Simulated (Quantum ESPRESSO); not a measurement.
Mg₄ClF₇ (made-up cell) (calculated)

Calculation on a made-up crystal cell, not a measurement: periodic Kohn-Sham density functional theory in plane waves with PseudoDojo standard norm-conserving scalar-relativistic pseudopotentials, each functional with its own files (v0.5 for PBE, v0.4.1 for LDA and PBEsol), no spin polarisation, no spin-orbit coupling, atoms not relaxed, stress positive in tension, energies less a fixed whole-eV offset for each atom's element; levels are Kohn-Sham levels at fractions of this cell's reciprocal vectors, counted from the reference band (half the neutral cell's valence electrons, rounded up) at Gamma; error bars cover cutoff and k-mesh only, not smearing or the files; each bar is the largest change over components, and at least 0.002 eV, 0.002 eV per angstrom or 0.02 GPa; added strain carries the atoms with the cell, and shear is the tensor component; no dispersion term; energies are for the whole cell, and the offsets were chosen from early runs and are not element reference energies; machines and their load varied, so run times do not measure scaling. Program: Quantum ESPRESSO 7.5.

Settings shared by all entries: lattice type fluorite; functional pbe; cutoff 1143 eV; fermi dirac smearing 0.025 eV; scf tolerance 1e-07 eV; electrons removed 0; run command pw.x -nk 1 -in in; run processor AMD EPYC, Zen 5 class, virtual cores; k mesh 4 x 4 x 5, shifted by half a step.

(1) 
```xyz
12
Lattice="5.1029 -0.0375 0.0697 -0.0375 5.1161 -0.0080 0.0697 -0.0080 4.9359" Properties=species:S:1:pos:R:3 formula=Mg4ClF7 free_energy_less_offsets=30.03 scf_iterations=10 smearing_term_minus_ts=0 pressure=14.17 stress_xx=-11.71 stress_yy=-11.08 stress_zz=-19.72 stress_yz=-1.285 stress_xz=-0.008167 stress_xy=0.5261 reference_band=48 error_bar_energy=0.0044 error_bar_stress=0.02451 error_bar_force=0.002 error_bar_next_band_up=0.002 error_bars_from=tighter_rerun_of_this_cell wall_time_of_scf_and_band_steps_on_a_shared_machine=352.7
Mg    -0.0554    -0.0178    -0.0458
Mg     0.0887     2.5661     2.4965
Mg     2.6207    -0.0047     2.4882
Mg     2.4731     2.5233     0.0024
F      1.3393     1.3260     1.2167
F      1.3502     1.3109     3.7659
F      1.2073     3.8512     1.1998
Cl     1.2719     3.8467     3.7429
F      3.8250     1.3350     1.2852
F      3.9335     1.3168     3.7594
F      3.7971     3.8112     1.2191
F      3.8817     3.8746     3.7376
```

Units: free_energy_less_offsets, smearing_term_minus_ts, error_bar_energy, error_bar_next_band_up in eV; pressure, stress_xx, stress_yy, stress_zz, stress_yz, stress_xz, stress_xy, error_bar_stress in GPa; error_bar_force in eV/Å; wall_time_of_scf_and_band_steps_on_a_shared_machine in s.

Atoms:
| atoms element | atom site | atom energy offset (eV) |
| --- | --- | --- |
| Mg | 1 | -1617 |
| Mg | 2 | -1617 |
| Mg | 3 | -1617 |
| Mg | 4 | -1617 |
| F | 5 | -677 |
| F | 6 | -677 |
| F | 7 | -677 |
| Cl | 8 | -449 |
| F | 9 | -677 |
| F | 10 | -677 |
| F | 11 | -677 |
| F | 12 | -677 |

Forces:
| site | x (eV/Å) | y (eV/Å) | z (eV/Å) |
| --- | --- | --- | --- |
| 1 | -1.937 | 2.131 | 2.037 |
| 2 | -1.96 | -1.804 | -2.086 |
| 3 | 1.403 | 1.364 | -1.478 |
| 4 | 1.902 | -1.272 | 1.606 |
| 5 | -0.337 | -0.267 | 0.6498 |
| 6 | 0.1176 | -0.3446 | -0.5992 |
| 7 | 0.123 | 0.1328 | 0.8497 |
| 8 | 1.431 | 0.2288 | -0.8787 |
| 9 | 0.2735 | -0.5465 | 0.1271 |
| 10 | -0.1586 | -0.1132 | -0.08511 |
| 11 | -0.2898 | 0.43 | 0.324 |
| 12 | -0.5669 | 0.06089 | -0.4664 |

Levels:
| level k point | next band up (eV) |
| --- | --- |
| Gamma | 5.255 |
| (1/2,1/2,1/2) | 8.62 |
| (0.15,0,0) | 5.518 |
| (0,0.15,0) | 5.519 |
| (0,0,0.15) | 5.515 |

(2) 
```xyz
12
Lattice="5.1029 -0.0375 0.0697 -0.0375 5.1161 -0.0080 0.0697 -0.0080 4.9359" Properties=species:S:1:pos:R:3 formula=Mg4ClF7
Mg    -0.0554    -0.0178    -0.0458
Mg     0.0887     2.5661     2.4965
Mg     2.6207    -0.0047     2.4882
Mg     2.4731     2.5233     0.0024
F      1.3393     1.3260     1.2167
F      1.3502     1.3109     3.7659
F      1.2073     3.8512     1.1998
F      1.2719     3.8467     3.7429
Cl     3.8250     1.3350     1.2852
F      3.9335     1.3168     3.7594
F      3.7971     3.8112     1.2191
F      3.8817     3.8746     3.7376
```

Atoms:
| atoms element | atom site | atom energy offset (eV) |
| --- | --- | --- |
| Mg | 1 | -1617 |
| Mg | 2 | -1617 |
| Mg | 3 | -1617 |
| Mg | 4 | -1617 |
| F | 5 | -677 |
| F | 6 | -677 |
| F | 7 | -677 |
| F | 8 | -677 |
| Cl | 9 | -449 |
| F | 10 | -677 |
| F | 11 | -677 |
| F | 12 | -677 |

**Q.** Estimate the stress xy of Mg₄ClF₇ (made-up cell) (entry 2).
**A.** -0.8082 GPa

**Q.** Estimate the stress zz of Mg₄ClF₇ (made-up cell) (entry 2).
**A.** -19.1 GPa

**Q.** Mg₄ClF₇ (made-up cell) (entry 2): stress xx?
**A.** -10.65 GPa

**Q.** Mg₄ClF₇ (made-up cell) (entry 2): stress xz?
**A.** -0.7597 GPa

Further results for Mg₄ClF₇ (made-up cell) (entry 2):

| Property | Result |
| --- | --- |
| free energy less offsets | 29.61 eV |
| scf iterations | 10 |
| smearing term minus ts | 0 eV |
| pressure | 13.13 GPa |
| stress yy | -9.652 GPa |
| stress yz | 0.7011 GPa |
| reference band | 48 |
| error bar energy | 0.0044 eV |
| error bar stress | 0.02451 GPa |
| error bar force | 0.002 eV/Å |
| error bar next band up | 0.002 eV |
| error bars from | tighter rerun of a related cell |
| wall time of scf and band steps on a shared machine | 329.9 s |

Forces:
| site | x (eV/Å) | y (eV/Å) | z (eV/Å) |
| --- | --- | --- | --- |
| 1 | 1.253 | -1.164 | -0.8355 |
| 2 | 1.186 | 1.28 | 1.018 |
| 3 | -1.544 | -1.748 | 1.366 |
| 4 | -1.091 | 1.587 | -1.112 |
| 5 | -0.5978 | -0.2545 | 0.612 |
| 6 | 0.08081 | -0.2496 | -0.643 |
| 7 | 0.1865 | 0.1256 | 0.5405 |
| 8 | 0.3426 | 0.04759 | -0.5619 |
| 9 | 0.9395 | -0.1709 | -0.1064 |
| 10 | -0.07375 | -0.08994 | -0.09671 |
| 11 | -0.3174 | 0.6402 | 0.267 |
| 12 | -0.3638 | -0.004089 | -0.4482 |

Levels:
| level k point | next band up (eV) |
| --- | --- |
| Gamma | 5.132 |
| (1/2,1/2,1/2) | 8.588 |
| (0.15,0,0) | 5.396 |
| (0,0.15,0) | 5.396 |
| (0,0,0.15) | 5.393 |
